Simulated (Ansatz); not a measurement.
GaSb (NiAs type, P6_3/mmc) at seven volumes, DFT-r²SCAN in the program Ansatz with PAW potentials, shape and atoms relaxed at each. One row is withheld.

```csv
V (Å³/atom),P (GPa)
21.692,6.97
22.407,4.31
23.122,?
23.837,0.00
24.552,-1.67
25.267,-3.03
25.982,-4.16
```

Fit the shown pressures and predict the withheld one.

P = (3/2)B₀(x^(7/2) − x^(5/2))[1 + (3/4)(B′ − 4)(x − 1)] with x = (V₀/V)^(2/3). Least squares on the six rows gives V₀ = 23.839 Å³/atom, B₀ = 59.4 GPa, B′ = 4.68. At V = 23.122, x = 1.0206 and P = 1.95 GPa. The run itself gave 1.95 GPa.

The start of the workflow was typed in or built on a structure type; neither database checked (COD, Materials Project) lists it. It is not the phase usual at ambient conditions (space group No. 216). The cell was relaxed with r²SCAN under the symmetry of its start; its stability against distortions is not shown here. Scalar-relativistic: spin–orbit coupling is off unless named, which matters more the heavier the elements.

Potentials: the earlier of the program's two PAW sets.
